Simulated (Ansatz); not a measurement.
The start is a randomly generated symmetric cell of Be (space group No. 164). A full variable-cell relaxation at zero pressure is run with PBE (plane waves to 420 eV, PAW, scalar-relativistic; Ansatz, a first-principles code). The first steps use a coarse 13×13×13 k-mesh.

The start:
```
CELL_PARAMETERS angstrom
      2.95861     0.00000     0.00000
     -1.47931     2.56223     0.00000
      0.00000     0.00000     2.45344
ATOMIC_POSITIONS crystal
  Be 0.66667 0.33333 0.15554
  Be 0.33333 0.66667 0.84446
```

Initial pressure: +14.6 GPa (positive: the cell is compressed)
Largest initial force: 4.21 eV/Å, on Be1, Be2 (atoms numbered as listed)
Outcome: The space group goes from P-3m1 (No. 164) to P6₃/mmc (No. 194), with 2 atoms in the primitive cell
Volume change: +5.0 %, from 9.30 to 9.76 Å³/atom
Shortest distances (start → end): The closest pairs of elements (up to four, under 3.6 Å), start → end: Be–Be 1.87 → 2.14 Å
Optimiser moves: 16

Final structure:

Space group P6₃/mmc (No. 194); a = b = 3.104 Å, c = 2.340 Å, α = β = 90.00°, γ = 120.00°

```csv
atom,site,symmetry,x,y,z
Be,2d,-6m2,0.6667,0.3333,0.2500
```

Final values are on a 17×17×20 k-mesh of the relaxed cell. No spin polarisation in the result.

The run could not lose the symmetry of its start.
